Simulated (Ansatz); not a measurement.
# Structures of K$_{3}$W$_{2}$: which is lowest?

Plane-wave DFT in Ansatz with scalar-relativistic PAW potentials, cutoff 420 eV, Γ-centred meshes chosen by cell and gap, Gaussian smearing with energies taken to zero width. Every cell was relaxed (cell and atoms) in a run of its own, within the symmetry of its start. Functional: PBE.

Relaxed structures (starts from databases or built by putting these elements on another compound's sites):
A. P-3m1, 5 atoms in the computed cell, a = 4.777 Å, c = 10.726 Å; sites (symmetry × multiplicity) K -3m. × 1 + 3m. × 2, W 3m. × 2; start: built
B. R-3m, 5 atoms in the computed cell, a = 2.940 Å, c = 49.864 Å; sites (symmetry × multiplicity) K -3m × 3 + 3m × 6, W 3m × 6; start: built

Task: Rank them by energy. Could pressure change the order?

Result:
| structure | group | E − E(lowest) (meV/atom) | V (Å³/atom) | gap on mesh (eV) |
| --- | --- | --- | --- | --- |
| B | R-3m | 0.0 | 24.88 | 0.00 |
| A | P-3m1 | 152 | 42.40 | 0.00 |

B is lowest, 152 meV/atom under A. The lowest is also the densest of these, so pressure wouldn't bring one of the others in at first order. Other structures may lie lower than all of these, and vibrations aren't counted.

Spin-orbit coupling is left out, which matters for the bands of heavy elements.